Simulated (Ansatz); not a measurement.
Input file for Ansatz (a program for electronic structure):

Ansatz 0.2 input:
```yaml
crystal:
  lattice:
    - [3.2764948427, 0.0, 0.0]
    - [-1.6382474213, 2.8375277691, 0.0]
    - [0.0, 0.0, 7.0048432297]
  atoms:
    - { symbol: B, position: [0.0, 0.5, 0.3333333333] }
    - { symbol: B, position: [0.5, 0.5, 0.6666666667] }
    - { symbol: B, position: [0.5, 0.0, 0.0] }
    - { symbol: P, position: [0.0, 0.5, 0.8333333333] }
    - { symbol: P, position: [0.5, 0.5, 0.1666666667] }
    - { symbol: P, position: [0.5, 0.0, 0.5] }
kpoints:
  mp_grid: { grid: [10, 10, 4] }
hamiltonian:
  xc: r2scan
  pseudopotentials: { kind: paw }
scf:
  occupations: { method: fixed }
checkpoint: { read: static.run }
output: { write_density: true, elf: true, volumetric_format: npy }
basis: { fft_grid_basis: typed }
```

Output (shortened):

```
Pseudopotentials: kind: paw
Pseudopotential: B, paw, valence charge 3
Pseudopotential: P, paw, valence charge 5
Functional definition: r2SCAN
Crystal: 6 atoms, lattice volume = 65.125 Å³
Basis set: ecut = 500 eV, 1615 PW (Γ), exchange–correlation on 96×96×216 points (64 copies of the dense FFT grid, shifted against one another)
Bands: 18, of which v1, the nominal top of the filled ones, is band 12 counted from 1 (11 counted from 0)
Symmetry: 12 space group operations
Space group: P6422 (ITA 181), of the structure as read, at distance tolerance 4.0e-5 Å
k-points: 42 of 400 (time reversal used)
PAW frozen core: B, regenerated for the run's functional
PAW frozen core: P, regenerated for the run's functional
Initial density: read from a saved state, or passed on in memory by an earlier SCF of this step, an earlier step, the calling program or the single point that …
Stability of the state it starts from, as read at its close in the unpolarized treatment …
Initial wavefunctions: pseudopotential atomic-orbital guess
Eigensolver: davidson
Functional: x = r2scan, c = r2scan; τ floored in thin density (d = 2e-4 eV/Å³)
iter 1 solved again at ethr=2.26e-7 eV; its pass at ethr=3.10e-3 eV (dr2=5.41e-5 eV) is discarded
SCF iter   1: F=—  HF=-2746.764382 eV  |F-HF|=—  |Δ(HF+E_count)|=         —  Δρ=3.95e-7  dr2=5.71e-11  dr2_τ=1.15e-11  ethr=2.26e-7  ⟨swp⟩=3.1  Hψ=5838  notcnv=0  defer=167
all-band conjugate gradients solve this SCF's bands
preconditioner: auto → none
SCF iter   2: F=-2746.764382 eV  HF=-2746.764382 eV  |F-HF|=1.55e-11  |Δ(HF+E_count)|=   1.38e-8  Δρ=2.98e-7  dr2=5.96e-11  dr2_τ=8.44e-12  ethr=1.00e-12  ⟨swp⟩=10.3  Hψ=4642  notcnv=0
SCF 1 converged in 2 iterations: F = -2746.764382 eV  dr2 = 5.96e-11
SCF converged after 2 iterations
Free energy (F): -2746.764382 eV
Harris-Foulkes:  -2746.764382 eV  (|F-HF|=1.55e-11)
Internal energy: -2746.764382 eV  (E = F + TS)
E sigma→0 (E₀):  -2746.764382 eV
Fermi energy:    10.943894 eV
--- Per-component energies (eV) ---
  E_band       = 84.823972
  E_kinetic    = 360.619595
  E_local      = -133.616281  (includes V_loc(G=0)·N_el)
  E_nonlocal   = 132.845304
  E_hartree    = 32.289725
  E_xc         = -272.125089
  E_vxc        = -322.661680  (∫ρ·V_xc dr)
  E_paw        = -1967.099077  (= ΣΔE_a)
  E_vpaw       = -31.562426  (= ΣTr[D̂ρ^β])
  E_aug_tail   = -0.000003  (compensation charges beyond the density's cutoff)
  E_vtau       = 14.620074  (kinetic-family band-sum trace: ∫τ·v_τ [+ j·A + Jᵃ·Aᵃ] dr)
  E_ewald      = -899.350703
  E_core_change = -0.327853  (= ΣΔE_core)
  E_smearing   =  0.000000  (= −TS)
  E_closure    = 0.000000  (closes the sum)
  Σ components = -2746.764382   (vs F -2746.764382, Δ=0.00e0)
  [band-id]    e_kinetic+e_local+e_nonlocal+2·e_hartree+e_vxc+e_vpaw+e_augmentation_tail+e_vtau = 84.824033   (vs E_band 84.823972, Δ=6.18e-5)
--- Band table (eV; the first three rows and the last of 42) ---
  k-point 0: bands = ["-6.5195", "-3.7336", "-3.7336", "4.3488", "4.3488", "6.0730", "8.4420", "8.4420", "9.6405", "9.6405", "9.9206", "10.9439", "13.6275", "13.6275", "14.2752", "14.2752", "15.0105", "15.0105"]
  k-point 1: bands = ["-6.3428", "-4.9400", "-2.2409", "2.0715", "6.2345", "6.7193", "7.4763", "9.2914", "9.6089", "9.8533", "9.9012", "10.3784", "13.4411", "13.4894", "14.1704", "14.2794", "15.6123", "15.7167"]
  k-point 2: bands = ["-5.8144", "-5.8144", "-0.9999", "0.5568", "6.7117", "6.7117", "8.8598", "8.8598", "9.5368", "9.7106", "9.7106", "10.2089", "13.2439", "13.5937", "13.8834", "15.1006", "15.1006", "15.2354"]
  k-point 41: bands = ["-2.3492", "-1.8326", "-1.0492", "0.3568", "2.3622", "2.8786", "4.1546", "4.2187", "5.1257", "5.1567", "7.6841", "8.0761", "14.1112", "14.9886", "15.1868", "15.5499", "16.3764", "16.5564"]
  band table: 18 of 18 bands, residual norms ≤ 1.0e-3 eV
```

Cost: around 11 core-seconds (rough) on shared cores.

Space group P6_422. The start of the workflow was typed in or built on a structure type; neither database checked (COD, Materials Project) lists it. It is not the phase usual at ambient conditions (space group No. 216). The cell was relaxed with r²SCAN under the symmetry of its start; its stability against distortions is not shown here.

Potentials: the later of the program's two PAW sets.

Ansatz is a plane-wave DFT program.
